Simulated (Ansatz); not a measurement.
Crystals of one structure type (zinc blende) and one family of elements, relaxed and computed with r²SCAN in the plane-wave PAW code Ansatz; HSE06 gaps on those cells.

```json
[
 {"crystal": "CdSe", "gap (eV)": "1.04", "HSE06 gap (eV)": "?"},
 {"crystal": "CdTe", "gap (eV)": "1.16", "HSE06 gap (eV)": "1.51"},
 {"crystal": "CdS", "gap (eV)": "1.54", "HSE06 gap (eV)": "2.11"},
 {"crystal": "ZnSe", "gap (eV)": "1.87", "HSE06 gap (eV)": "2.42"},
 {"crystal": "ZnS", "gap (eV)": "2.70", "HSE06 gap (eV)": "3.37"}
]
```

Task: Fit a straight line to E_g(HSE06) against E_g and predict the withheld value.

Result: Least squares on the 4 shown rows: E_g(HSE06) = 1.180 × E_g + (0.208), with a scatter of 0.06. For CdSe this gives 1.44. The run itself gave 1.49, within the scatter.

All cells were relaxed under the symmetry of their starts (and spin orders); stability against distortions was not tested throughout. Spin–orbit coupling is left out wherever it is not named.

Potentials: the later of the program's two PAW sets.
